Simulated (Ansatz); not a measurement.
## Na: energy along a strain

Na, I4/mmm, a = 3.777 Å, c = 5.275 Å (as given, not relaxed at this level: 0.0 GPa). This isn't the element's structure at ambient conditions. Ansatz: r2SCAN, PAW, 500 eV, Γ-centred 18×18×18 mesh on 1 atom, Gaussian smearing 0.15 eV; no spin polarisation. Cell vectors (Å): -1.888 1.888 2.637; 1.888 -1.888 2.637; 1.888 1.888 -2.637. The cell is strained by x per cent times the pattern (0 0 0 0 0 1) in the order xx yy zz yz xz xy (engineering shears), with fractional coordinates held. y is the free energy over the start, V0 = 37.614 Å³/atom. Symmetry makes y even in x.

| x (%) | y (meV/atom) |
| --- | --- |
| -6.00 | ? |
| -3.00 | 0.07 |
| 0.00 | 0.00 |
| 1.50 | 0.01 |
| 4.50 | 0.17 |
| 5.25 | 0.25 |

Task: Fit y = c2 x² + c4 x⁴ to the other rows, get the stiffness along the pattern, and predict the missing energy.

Result: Least squares on the rows shown. y = 0.006714 x² + 8.519×10⁻⁵ x⁴. The clamped-ion stiffness p·C·p = 2 × 0.06714 eV × 160.2 / 37.614 Å³ = 0.6 GPa, which is C66 in these axes. At x = -6.00 the fit asked for gives 0.35 meV/atom. The run gave 0.35 meV/atom, the same to the digits shown.